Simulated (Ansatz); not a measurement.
Data:

LaOs2 (cubic Laves (MgCu2 type), space group No. 227), a = b = c = 7.725 Å, α = β = γ = 90.00°; the cell used has 6 atoms.

This is the r²SCAN-relaxed structure.

Task: All from DFT-r²SCAN in the program Ansatz with PAW potentials, unless another level is named. Give the formation energy from the elements (no fitted shifts).

Result: -0.029 eV/atom.

Task: Next, the density of states at the Fermi level?

Result: 1.0 states/eV per atom (mean over ±0.08 eV).

Space group Fd-3m (cubic Laves (MgCu2 type)). The workflow started from an entry of the Crystallography Open Database (COD). Whether it is the stable phase at ambient conditions was not checked. The cell was relaxed with r²SCAN under the symmetry of its start; whether a distortion lowers the energy is not shown. No spin polarisation was allowed. The references are the lowest solids computed at this level, not always the standard phases. Spin–orbit coupling is left out wherever it is not named.

Potentials: the later of the program's two PAW sets.
